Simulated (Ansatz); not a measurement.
# CoW$_{2}$B$_{2}$: pressure against volume

CoW$_{2}$B$_{2}$, Immm, a = 3.162 Å, b = 4.526 Å, c = 7.047 Å. The structure is a COD entry; whether it is the stable form wasn't checked. Ansatz: PBEsol, PAW, 420 eV, Γ-centred 14×14×14 mesh on 5 atoms, Gaussian smearing 0.10 eV; no spin polarisation. Shape and atoms are relaxed at each volume; pressure is positive in compression.

```
V (Å³/atom) P (GPa)
      9.480        ?
      9.782    11.63
     10.085    -0.01
     10.388    -9.94
     10.690   -18.39
```

**Question.** Take V0 = 10.085 Å³/atom, count pressures from its P0 = -0.01 GPa, fit the third-order Birch–Murnaghan form to the other rows, and predict the missing pressure.

**Answer.** With the Eulerian strain f = ½[(V0/V)^(2/3) − 1] and y = (P − P0)/[3f(1 + 2f)^(5/2)], the form is the line y = B0 + 1.5 B0 (B0′ − 4) f. Rows (f, y): 0.01027, 359.1; -0.00977, 355.9; -0.01905, 354.4. Means f = -0.006183, y = 356.47; Σ(Δf)² = 0.0004491, ΣΔfΔy = 0.07195; the slope is their ratio. y = 357.5 + 160.2 f GPa, so B0 = 357.5 GPa and B0′ = 4 + 2 × (160.2)/(3 × 357.5) = 4.30. At V = 9.480, f = 0.02105, y = 360.87 and P = 25.25 GPa. The run gave 25.28 GPa, so the fit is 0.03 GPa too low, a small miss on the scale of the series. The form still works here, 33 % of the fitted range beyond its end.

Spin–orbit coupling is left out, which can shift energies with elements as heavy as these.